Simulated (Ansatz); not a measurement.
# BaPb₂C₂O₆F₂ — ¹⁷O nuclear quadrupole resonance

Cell: a computed structure from the Materials Project (it need not be an observed phase), atoms as given.

Space group R-3m:H (No. 166); a = 5.2488, c = 24.0514 Å, γ = 120.00°.

| site | Wyckoff | site symmetry | x | y | z |
| --- | --- | --- | --- | --- | --- |
| Ba | 3a | -3m | 0.0000 | 0.0000 | 0.0000 |
| Pb | 6c | 3m | 0.0000 | 0.0000 | 0.2166 |
| C | 6c | 3m | 0.0000 | 0.0000 | 0.4298 |
| O | 18h | .m | 0.8571 | 0.1429 | 0.4306 |
| F | 6c | 3m | 0.0000 | 0.0000 | 0.3098 |

One atom of each set is listed; the run and its k-mesh use a cell of 13 atoms with edges of 8.57, 8.57, 8.57 Å.

All values are calculated (Ansatz; DFT, PBE, plane waves and PAW, scalar-relativistic, 420 eV cutoff, Γ-centred 5×5×5 k-points, Fermi–Dirac smearing 0.02 eV), not measured.

¹⁷O: I = 5/2, Q = -25.58 mb (year-2017 value). Static lattice, zero field.

Q: The simulated lines lie at 1.39, 1.85 MHz. What are |C_Q|, η and |V_zz| at O?

A: For I = 5/2 and η = 0 the lines are 3|C_Q|/20 and twice that; η pulls their ratio below 2. Here |C_Q| = 6.62 MHz, η = 0.67 and |V_zz| = 10.70 × 10²¹ V/m². The calculation gives V_zz positive; the lines don't show the sign. The site has 1 C at 1.30 Å; also 2 Pb at 2.67 Å, 1 Ba at 2.91 Å.

At O V_zz points along its bond to C (within 1°).

The run took 24 s of wall time (24 s of CPU time) and 0.63 GiB at its peak, on 1 thread of Arm Neoverse V1 (aarch64; 8 cores open to the job, memory cap 2.5 GiB, no GPU), a shared host with a load of 0.5 a core.
